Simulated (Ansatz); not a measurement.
Cs₂PdCl₄:
```
Cs2PdCl4
1.0
    7.52687     0.00000     0.00000
    0.00000     7.52687     0.00000
    0.00000     0.00000     4.65567
Cs Pd Cl
2 1 4
Direct
  0.00000   0.50000   0.50000
  0.50000   0.00000   0.50000
  0.00000   0.00000   0.00000
  0.21827   0.21827   0.00000
  0.78173   0.78173   0.00000
  0.78173   0.21827   0.00000
  0.21827   0.78173   0.00000
```

DFT-r²SCAN in the program Ansatz with PAW potentials gives a gap of 2.01 eV without spin–orbit coupling, maximum at M, minimum at M.

Task: What happens when spin–orbit coupling is switched on?

Result: The gap decreases by 0.10 eV, to 1.91 eV; maximum at M, minimum at M.

Task: Give the hole effective mass with spin–orbit coupling.

Result: 3.5, 5.2, 5.2 mₑ (principal values).

Space group P4/mmm. The workflow started from a Materials Project entry (that database holds measured and hypothetical structures alike); the Crystallography Open Database files this formula in space group No. 123, but the cells were not matched. Its standing as an ambient phase is unchecked. The cell was relaxed with r²SCAN under the symmetry of its start; whether a distortion lowers the energy is not shown. No spin polarisation was allowed.

Potentials: the later of the program's two PAW sets.
